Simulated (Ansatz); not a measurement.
Equation of state of BiTe

Space group Fm-3m (No. 225). a = 6.470 Å, b = 6.470 Å, c = 6.470 Å, α = 90.00°, β = 90.00°, γ = 90.00°
| atom | site | symmetry | x | y | z |
| --- | --- | --- | --- | --- | --- |
| Bi | 4a | m-3m | 0.0000 | 0.0000 | 0.0000 |
| Te | 4b | m-3m | 0.5000 | 0.0000 | 0.0000 |

The runs use the primitive cell with vectors (0.000, 3.235, 3.235), (3.235, 0.000, 3.235), (3.235, 3.235, 0.000) Å, to which the k mesh refers.

The cell comes from COD entry 9008604, which wasn't checked; take it as a given geometry.

No spin–orbit coupling, which matters for the heavy atoms here.

Methods: DFT, LDA, all-electron LAPW, scalar-relativistic (Ansatz 0.2.0); DFT, LDA, PAW with Ansatz's default frozen-core files, scalar-relativistic (Ansatz 0.2.0).

For LAPW: a Γ-centred 10×10×10 k mesh, Fermi–Dirac smearing of 0.08 eV, basis error target 0.5 meV/atom, no spin polarisation. PAW takes a cutoff of 420 eV at this cell (files made with PBE, cores remade for this functional). The Ansatz runs share mesh, smearing and spin set-up. Plane-wave (PAW) pressures include the program's estimate of the Pulay term.

The cell above is scaled evenly, with fractional coordinates and shape held.

```json
{"V/V(cell)": "0.9400", "V (Å³/atom)": "31.824", "P, LAPW (GPa)": "0.39", "P, PAW (GPa)": "0.37"}
{"V/V(cell)": "0.9600", "V (Å³/atom)": "32.501", "P, LAPW (GPa)": "-0.79", "P, PAW (GPa)": "-0.81"}
{"V/V(cell)": "0.9800", "V (Å³/atom)": "33.178", "P, LAPW (GPa)": "-1.84", "P, PAW (GPa)": "-1.86"}
{"V/V(cell)": "0.9900", "V (Å³/atom)": "33.516", "P, LAPW (GPa)": "-2.32", "P, PAW (GPa)": "-2.34"}
{"V/V(cell)": "1.0000", "V (Å³/atom)": "33.855", "P, LAPW (GPa)": "-2.77", "P, PAW (GPa)": "-2.79"}
{"V/V(cell)": "1.0100", "V (Å³/atom)": "34.194", "P, LAPW (GPa)": "-3.20", "P, PAW (GPa)": "-3.22"}
{"V/V(cell)": "1.0200", "V (Å³/atom)": "34.532", "P, LAPW (GPa)": "?", "P, PAW (GPa)": "?"}
{"V/V(cell)": "1.0400", "V (Å³/atom)": "35.209", "P, LAPW (GPa)": "-4.34", "P, PAW (GPa)": "-4.35"}
{"V/V(cell)": "1.0600", "V (Å³/atom)": "35.886", "P, LAPW (GPa)": "-4.99", "P, PAW (GPa)": "-5.00"}
```

Problem. Fill in the row V/V(cell) = 1.0200.

Solution. P, LAPW (GPa) = -3.60, P, PAW (GPa) = -3.62.

Problem. What do Birch–Murnaghan fits to the pressures give?

Solution. LAPW: V0 = 32.04 Å³/atom, B0 = 57 GPa, B0′ = 4.6; PAW: V0 = 32.03 Å³/atom, B0 = 57 GPa, B0′ = 4.6.

PAW's V0 lies -0.04 % from the all-electron value and its B0 0.1 %. Symmetry fixes shape and coordinates here, so this is the relaxed modulus.
